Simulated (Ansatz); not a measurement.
An elastic tensor (GPa, Voigt order, standard axes) from DFT-PBEsol in the program Ansatz with PAW potentials:

```
 317  65.8  65.7   0.0   0.0   0.0
65.8   317  65.7   0.0   0.0   0.0
65.7  65.7   283   0.0   0.0   0.0
 0.0   0.0   0.0   116   0.0   0.0
 0.0   0.0   0.0   0.0   116   0.0
 0.0   0.0   0.0   0.0   0.0   126
```

**Question.** Which of these materials gives this?
A) AlN, P6_3mc (Al on 2a, Al on 2b, N on 2a, N on 2b)
B) Ti2AlC, P6_3/mmc (Ti on 4f, Al on 2d, C on 2a)
C) Co3Mo, P6_3/mmc (Co on 6h, Mo on 2c)
D) In2Bi, P6_3/mmc (In on 2a, In on 2d, Bi on 2c)

**Answer.** B, Ti2AlC, P6_3/mmc (Ti on 4f, Al on 2d, C on 2a)

The first step of the workflow began from a Materials Project structure, measured or hypothetical; the Crystallography Open Database copy checked does not list it. Its standing as an ambient phase is unchecked. Symmetry was held in the PBEsol relaxation; whether a distortion lowers the energy is not shown. No spin polarisation was allowed. As this level gives no gap, shear constants depend on the k-mesh and smearing (Fermi–Dirac, 0.1 eV here).

Potentials: the later of the program's two PAW sets.
